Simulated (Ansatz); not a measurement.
The cell comes from COD entry 1538844, which wasn't checked; take it as a given geometry. The listed cell was then made from it by scaling, straining or moving an atom.

LaP: DFT, LDA, all-electron PAW with datasets made for the crystal, scalar-relativistic (Ansatz 0.2.0). What sets it apart from a plain run of this crystal: zz strain of +2 %.

Command: `ansatz run input.yaml --threads 1 --pin off --max-ram 3072MiB --backend cpu --events-out ev --progress --plain --runs-dir out` The run took 11 s on 1 thread of Arm Neoverse V2 (shared host), peak memory 0.5 GiB.

```yaml
crystal:
  lattice:
    - [0.0, 3.0125, 3.07275]
    - [3.0125, 0.0, 3.07275]
    - [3.0125, 3.0125, 0.0]
  atoms:
    - { symbol: La, position: [0.0, 0.0, 0.0] }
    - { symbol: P, position: [0.5, 0.5, 0.5] }
kpoints:
  mp_grid: { grid: [10, 10, 10] }
scf:
  occupations: { method: fermi_dirac, width: 0.03 }
hamiltonian:
  xc: lda
  pseudopotentials: { kind: all_electron, datasets: crystal }
output:
  forces: true
  stress: true
  eigenvalues: true
  efg: { contact_densities: true }
```

Output:

```
hamiltonian.pseudopotentials.datasets: crystal makes datasets for this crystal and solves the spheres of its atoms anew in each pass: cutoff 240.0 eV, the density's 960.0 eV; for an error of 0.50 meV an atom under PBE, 1.0 meV for the cell; an energy difference from a run of another recipe may be off by several times the error for the cell, under r2SCAN by more, where some 0.1 meV an atom stays at smaller errors; P in spheres of 1.376 Å, 5 of its electrons in bands; La in spheres of 1.376 Å, 11 of its electrons in bands
La: output.efg is read without spin–orbit coupling, which moves field gradients at and beside such atoms by some per cent and up to a factor of two; PAW files take it under magnetization.noncollinear and magnetization.spin_orbit
Engine: ansatz 0.2.0
Pseudopotentials: kind: all_electron
Pseudopotential: La, paw, valence charge 11, recommended cutoff 240 eV (normal), Koelling and Harmon's equation, gaussian nucleus
Pseudopotential: P, paw, valence charge 5, recommended cutoff 240 eV (normal), Koelling and Harmon's equation, gaussian nucleus
Functional definition: SPW92
  exchange = slater_x
  correlation = pw_c
Crystal: 2 atoms, lattice volume = 55.771 Å³
Basis set: ecut = 240 eV, 475 PW (Γ)
Bands: 12, of which v1, the nominal top of the filled ones, is band 8 counted from 1 (7 counted from 0)
Symmetry: 16 space group operations
Space group: I4/mmm (ITA 139), of the structure as read, at distance tolerance 3.8e-5 Å
k-points: 102 of 1000
Non-local potential: La, projectors of the file, l = 0: 2, l = 1: 2, l = 2: 1, l = 3: 2
Non-local potential: P, projectors of the file, l = 0: 1, l = 1: 1
PAW form: soft (Blöchl's): semilocal exchange-correlation on the pseudo side does not see the compensation charge
PAW one-centre angular grid: La, 590 points (default); XC on its mesh's 1849 points in the sphere
PAW one-centre angular grid: P, 110 points (default); XC on its mesh's 1991 points in the sphere
Initial density: superposition of atomic densities (neutral atoms: chi_scale 0, normalization atom)
Initial wavefunctions: pseudopotential atomic-orbital guess
Functional: x = slater, c = lda
iter 1 solved again at ethr=1.08e-2 eV; its pass at ethr=1.00e-1 eV (dr2=1.73e0 eV) is discarded
SCF iter   1: F=—  HF=-240217.146320 eV  |F-HF|=—  |Δ(HF+E_count)|=         —  Δρ=3.31e-2  dr2=1.47e0  ethr=1.08e-2  ⟨swp⟩=4.1  Hψ=7408  notcnv=3
preconditioner: auto → none  [insulator: Δε(μ)=0.415 eV  Ē_g=11.070 eV  σ=0.030 eV  W_gap=1.00  n_scr=14 (ndim 8)  ℏωp=18.6 eV  f_vac=0.000  D(μ)=0.00/eV (n_scr^D=0)  ε∞_Penn≈3.8]
SCF iter   2: F=—  HF=-240216.907674 eV  |F-HF|=—  |Δ(HF+E_count)|=   2.39e-1  Δρ=1.92e-2  dr2=3.73e-1  ethr=9.16e-3  ⟨swp⟩=4.5  Hψ=3633  notcnv=0  defer=11
iter 3 solved again at ethr=1.65e-4 eV; its pass at ethr=2.33e-3 eV (dr2=2.63e-2 eV) is discarded
SCF iter   3: F=—  HF=-240216.815784 eV  |F-HF|=—  |Δ(HF+E_count)|=   9.19e-2  Δρ=5.97e-3  dr2=2.70e-2  ethr=1.65e-4  ⟨swp⟩=4.9  Hψ=7549  notcnv=0  defer=125
SCF iter   4: F=—  HF=-240216.815872 eV  |F-HF|=—  |Δ(HF+E_count)|=   8.82e-5  Δρ=1.46e-3  dr2=2.16e-3  ethr=1.65e-4  ⟨swp⟩=3.9  Hψ=2762  notcnv=0  defer=56
SCF iter   5: F=—  HF=-240216.817291 eV  |F-HF|=—  |Δ(HF+E_count)|=   1.42e-3  Δρ=4.52e-4  dr2=2.07e-4  ethr=1.35e-5  ⟨swp⟩=5.1  Hψ=3876  notcnv=0  defer=69
SCF iter   6: F=—  HF=-240216.817351 eV  |F-HF|=—  |Δ(HF+E_count)|=   6.05e-5  Δρ=1.21e-4  dr2=4.17e-6  ethr=1.29e-6  ⟨swp⟩=4.6  Hψ=3540  notcnv=0  defer=48
SCF iter   7: F=—  HF=-240216.817393 eV  |F-HF|=—  |Δ(HF+E_count)|=   4.17e-5  Δρ=1.94e-5  dr2=3.00e-7  ethr=2.61e-8  ⟨swp⟩=5.0  Hψ=3492  notcnv=0  defer=34
SCF iter   8: F=—  HF=-240216.817393 eV  |F-HF|=—  |Δ(HF+E_count)|=   1.51e-8  Δρ=4.84e-6  dr2=1.07e-8  ethr=1.88e-9  ⟨swp⟩=4.4  Hψ=2971  notcnv=0  defer=25
SCF iter   9: F=-240216.817402 eV  HF=-240216.817402 eV  |F-HF|=5.53e-10  |Δ(HF+E_count)|=   9.02e-6  Δρ=8.21e-6  dr2=6.45e-9  ethr=6.70e-11  ⟨swp⟩=5.2  Hψ=4112  notcnv=0  defer=10
SCF 1 converged in 9 iterations: F = -240216.817401 eV  dr2 = 6.45e-9
  Residual-converged pass: ⟨swp⟩=4.8  Hψ=3671  notcnv=0  max |occ|·‖R‖ = 5.2e-6 eV (tolerance 5.3e-6 eV)  dr2=6.43e-9  dr2_onsite=1.33e-8  max |Δocc| = 1.1e-9
  greatest PAW one-centre occupation: 0.967 electrons in one spin orbital (limit 2), on the La atom at site 0 (counted from 0), in its partial waves of l = 0
SCF converged after 9 iterations
Free energy (F): -240216.817401 eV
Harris-Foulkes:  -240216.817401 eV  (|F-HF|=5.53e-10)
Internal energy: -240216.816659 eV  (E = F + TS)
E sigma→0 (E₀):  -240216.817030 eV
Entropy (-TS):   -0.000742 eV (-0.371 meV/atom)
Past the cutoff: the bands carry plane waves up to 1.75 times it, of which those up to 1.5 times it add -0.000076 eV an atom, each by itself; the spheres take 0.000062 eV an atom off the energy for waves past 1.75 times it
By the cutoff:   a pressure is off by up to 0.004 GPa (1.2 times the spheres' own share and the shells' term, over an atom's volume, and 0.004 GPa: a bound that held against runs at twice the plane waves)
Past the cutoffs: a stress includes 0.0003 GPa for waves and charges beyond them, in addition to the slope of what the spheres take
In the spheres:  the bands' charges fall short by 1.4e-6 e at most (sound up to 1e-3)
Fermi energy:    10.868344 eV
--- Per-component energies (eV) ---
  The terms above E_closure are by the made datasets' own strengths, without shells solved beside the bands.
--- Forces (eV/Å), atoms counted from 1 ---
  atom   1  La    -0.00000000    -0.00000000     0.00000000
  atom   2  P      0.00000000     0.00000000     0.00000000
  max |Σ_I F_I| component: 3.16e-30 eV/Å
--- Stress (GPa, compression-positive) ---
       -3.666088       0.000000       0.000000
        0.000000      -3.666088      -0.000000
        0.000000       0.000000      -5.983833
  P = ⅓ Tr σ = -4.4387 GPa (-44.387 kbar)
--- PAW observables at the nuclei: V_zz in 10²¹ V/m², potentials from the cell's mean, atoms counted from 1 ---
  atom   1  La V_zz =    +3.087103   η = 0.0000   by run symmetry: allowed
            electrostatic potential = -9869.676926 V   contact ρ = 2237949.569253 e/Å³
  atom   2  P  V_zz =    +0.691329   η = 0.0000   by run symmetry: allowed
            electrostatic potential = -1495.231181 V   contact ρ = 15893.810236 e/Å³
--- Band table (eV; the first three rows and the last of 102) ---
  k-point 0: bands = ["-20.9698", "-4.4417", "-4.4417", "-4.4371", "1.7631", "10.9230", "10.9823", "10.9823", "12.4886", "12.6482"]
  k-point 1: bands = ["-20.9656", "-4.5101", "-4.4456", "-4.4440", "1.8933", "10.4923", "10.6630", "10.6967", "12.5558", "12.7039"]
  k-point 2: bands = ["-20.9546", "-4.6832", "-4.4587", "-4.4558", "2.2358", "9.5882", "10.1266", "10.1543", "12.6150", "12.9925"]
  k-point 101: bands = ["-20.9146", "-4.9050", "-4.6173", "-4.6173", "2.1519", "9.8735", "10.7569", "10.7810", "10.7810", "13.5981"]
```
